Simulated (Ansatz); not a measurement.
KPH$_{2}$O$_{4}$:
```
CELL_PARAMETERS angstrom
      0.00000     5.30062     3.47252
      5.25872     0.00000     3.47252
      5.25872     5.30062     0.00000
ATOMIC_POSITIONS crystal
  K  0.24687 0.24687 0.75313
  K  0.49687 0.49687 0.00313
  H  0.02859 0.73087 0.40110
  H  0.73087 0.02859 0.83944
  H  0.41056 0.84890 0.51913
  H  0.84890 0.41056 0.22141
  P  0.76635 0.76635 0.23365
  P  0.01635 0.01635 0.48365
  O  0.21341 0.05002 0.51875
  O  0.05002 0.21341 0.21782
  O  0.03218 0.73125 0.19998
  O  0.73125 0.03218 0.03659
  O  0.72953 0.02744 0.70255
  O  0.02744 0.72953 0.54047
  O  0.70953 0.54745 0.22256
  O  0.54745 0.70953 0.52047
```

Cartesian axes are those of the cell as given.

### Question
Give the proper piezoelectric stress tensor with relaxed ions from the program Ansatz at the r²SCAN level (PAW).

### Answer
In C/m², rows x, y, z, Voigt columns; mesh uncertainty up to 0.00.
```
 0.00   0.00   0.00   0.00  -0.01   0.00
 0.00   0.00   0.00   0.00   0.00   0.00
 0.09   0.08  -0.08   0.00   0.00   0.00
```

The elastic tensor of the same run (GPa):

|  | 1 | 2 | 3 | 4 | 5 | 6 |
|---|---|---|---|---|---|---|
| 1 | 42.8 | 28.8 | 14.7 | 0.0 | 0.0 | 0.0 |
| 2 | 28.8 | 42.0 | 14.6 | 0.0 | 0.0 | 0.0 |
| 3 | 14.7 | 14.6 | 58.2 | 0.0 | 0.0 | 0.0 |
| 4 | 0.0 | 0.0 | 0.0 | 12.7 | 0.0 | 0.0 |
| 5 | 0.0 | 0.0 | 0.0 | 0.0 | 13.4 | 0.0 |
| 6 | 0.0 | 0.0 | 0.0 | 0.0 | 0.0 | 45.2 |

### Question
Convert to strain constants d = e·S.

### Answer
In pC/N:
```
 0.0   0.0   0.0   0.0  -0.5   0.0
 0.0   0.0   0.0   0.0   0.0   0.0
 1.9   1.5  -2.2   0.0   0.0   0.0
```

Space group Fdd2. The first step of the workflow began from a Materials Project structure, measured or hypothetical; the Crystallography Open Database files this formula in space group No. 43, but the cells were not matched. Its standing as an ambient phase is unchecked. The r²SCAN relaxation kept the symmetry of its start; whether a distortion lowers the energy is not shown. Signs of piezoelectric constants follow the polarity of the cell as given.

Potentials: the earlier of the program's two PAW sets. The files were generated under PBE; for other functionals the program regenerates the frozen cores, and for LDA and PBEsol the local potential too.
